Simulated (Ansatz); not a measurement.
**All-electron card of Mg**

```yaml
crystal:
  lattice:
    - [0.00000, 2.24426, 2.24426]
    - [2.24426, 0.00000, 2.24426]
    - [2.24426, 2.24426, 0.00000]
  atoms:
    - { symbol: Mg, position: [0.00000, 0.00000, 0.00000] }
```

The cell is the one relaxed in the Materials Project (mp-1056702), not relaxed further here; entries there can be hypothetical.

Computed with DFT, LDA, all-electron LAPW, scalar-relativistic in Ansatz 0.2.0.

Settings: a Γ-centred 16×16×16 k mesh, Fermi–Dirac smearing of 0.03 eV, basis error target 1 meV/atom, no spin polarisation.

```yaml
Pressure_at_this_cell: -13.1 kbar
Band_gap: "none: bands cross the Fermi level, a metal"
Density_of_states_at_the_Fermi_level_0.2_eV_bin: 0.46 states/eV per cell
Volume_per_atom: 152.6 bohr³
```
